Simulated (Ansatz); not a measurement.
Relaxed TiN (rock salt):

```
CELL_PARAMETERS angstrom
      0.00000     4.24674     4.24674
      2.12337     0.00000     2.12337
      2.12337     2.12337     0.00000
ATOMIC_POSITIONS crystal
  N  0.00000 0.00000 0.00000
  N  0.50000 0.00000 0.00000
  Ti 0.25000 0.50000 0.50000
  Ti 0.75000 0.50000 0.50000
```

All values below come from PBE (plane waves to 420 eV, PAW, scalar-relativistic; Ansatz, a program for electronic structure). k mesh 15×15×15 (Γ-centred), Fermi-Dirac smearing 0.05 eV. With partly filled bands, energies and forces of such displacements shift with the k mesh and the smearing. The PAW data are Ansatz's earlier set. TiN is run without spin polarisation. TiN was relaxed with its symmetry unable to fall.

One atom of the cell was then moved (with its periodic images), all else fixed, and the forces (eV/Å) came out as:

| atom | Fx | Fy | Fz |
|---|---|---|---|
| N1 | 0.598 | -0.066 | -0.066 |
| N2 | 1.237 | 0.066 | 0.066 |
| Ti3 | 0.011 | -0.256 | -0.256 |
| Ti4 | -1.845 | 0.255 | 0.255 |

Question: Which atom was moved, and by which vector (Å)?

Answer: Ti4, by (0.17, 0.00, 0.00), 0.17 Å in all.

(For displaced atoms, the force is minus the slope of the energy, and its curvature is a force constant, which sets phonon frequencies.)
